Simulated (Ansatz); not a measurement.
## Profile along the Zr–Zr line in Zr (hcp, Mg type)

Zr (hcp, Mg type)

Space group P6₃/mmc (No. 194); a = 3.2313 Å, b = 3.2313 Å, c = 5.1732 Å, α = 90.00°, β = 90.00°, γ = 120.00°

| atom | site | symmetry | x | y | z |
|---|---|---|---|---|---|
| Zr | 2d | -6m2 | 0.6667 | 0.3333 | 0.2500 |

Fields along a shortest Zr–Zr line of a (1 -1 0 0) plane (3.23 Å), from Zr to Zr, interpolated on the slice's grid (step about 0.2 Å). These are PBE (plane waves to 420 eV, PAW, scalar-relativistic; Ansatz, a first-principles code) values and carry that method's errors. k mesh 17×17×9. Inside the PAW spheres the values are not all-electron values, and peaks at nuclei hang on which shells count as valence. Zr is run without spin polarisation. Zr was relaxed with its symmetry unable to fall.

| distance from Zr (Å) | valence electron density (e/Å³) | electron localisation function |
|---|---|---|
| 0.00 | 2.72 | x |
| 0.32 | 4.07 | x |
| 0.65 | 2.73 | 0.81 |
| 0.97 | 0.67 | 0.42 |
| 1.29 | 0.22 | 0.16 |
| 1.61 | 0.17 | 0.24 |
| 1.94 | 0.22 | 0.16 |
| 2.26 | 0.67 | 0.42 |
| 2.58 | 2.73 | 0.81 |
| 2.91 | 4.07 | x |
| 3.23 | 2.72 | x |

x: too close to a nucleus for the ELF to mean much.

Density on the Zr–Zr line (3.23 Å) at its midpoint: 0.17 e/Å³. ELF at that point: 0.2.
